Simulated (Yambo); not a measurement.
Yambo run on SnO2 (rutile, space group P4_2/mnm, No. 136). The wavefunctions are norm-conserving PBE (stringent potentials; Quantum ESPRESSO, 102 Ry, scalar-relativistic) ones on a 2×2×4 mesh (34 occupied bands); a = b = 4.766 Å, c = 3.212 Å, α = β = γ = 90.00°.

Yambo input:

```
rim_cut
HF_and_locXC
RandQpts= 1000000
RandGvec= 1 Ry
EXXRLvcs= 102 Ry
VXCRLvcs= 408 Ry
% QPkrange
 1 | 1 | 34 | 35 |
 6 | 6 | 34 | 35 |
 7 | 7 | 34 | 35 |
 9 | 9 | 34 | 35 |
%
```

k points by index: 1 = Γ, 6 = R, 7 = M, 9 = A.

Resulting energies as the program prints them:

```
#    K-point    Band    Eo [eV]    Ehf [eV]    Vxc [eV]    Vnlxc [eV]
#
    1    34    0.000000    -5.870873    -20.31492    -26.18579
    1    35    1.028989    5.082289    -16.44088    -12.38758
    6    34    -0.732269    -5.715439    -20.81273    -25.79590
    6    35    6.217691    12.10263    -19.18875    -13.30380
    7    34    -0.876532    -6.999154    -19.45979    -25.58241
    7    35    4.611829    9.693684    -18.17684    -13.09498
    9    34    -0.801508    -6.939739    -19.53974    -25.67798
    9    35    4.674105    9.862883    -16.99522    -11.80644
```
Exchange alone, without screening.

Spin-orbit coupling is not included.

Geometry relaxed with PBEsol.
